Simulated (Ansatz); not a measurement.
BAs (zinc blende)

Space group F-43m (No. 216); a = b = c = 4.809 Å, α = β = γ = 90.00°

```
atom  site  symmetry       x       y       z
----  ----  --------  ------  ------  ------
As      4c      -43m  0.2500  0.2500  0.2500
B       4a      -43m  0.0000  0.0000  0.0000
```
(The calculation used a cell of 2 atoms; values per cell refer to that cell.)

The volume is varied about the relaxed value V₀ at fixed cell shape. Symmetry pins the atoms to their sites.

Computed with PBE (plane waves to 420 eV, PAW, scalar-relativistic; Ansatz, an electronic-structure program). k mesh 12×12×12 (Γ-centred), Fermi-Dirac smearing 0.05 eV. Energies are smeared free energies. Compression counts positive. BAs was relaxed with its symmetry unable to fall. The PAW data are Ansatz's earlier set. The zero of ΔE is the relaxed starting cell.

The scan covers V/V₀ from 0.840 to 1.160 in 9 points.

Q: What is ΔE at V/V₀ = 1.160?

A: 112.7 meV/atom.

Q: What is ΔE at V/V₀ = 0.840?

A: 195.6 meV/atom.

Q: What pressure does the cell carry at V/V₀ = 0.840?

A: 32.6 GPa.

(Under strain, the slope of the energy per volume gives the stress and its curvature an elastic modulus.)
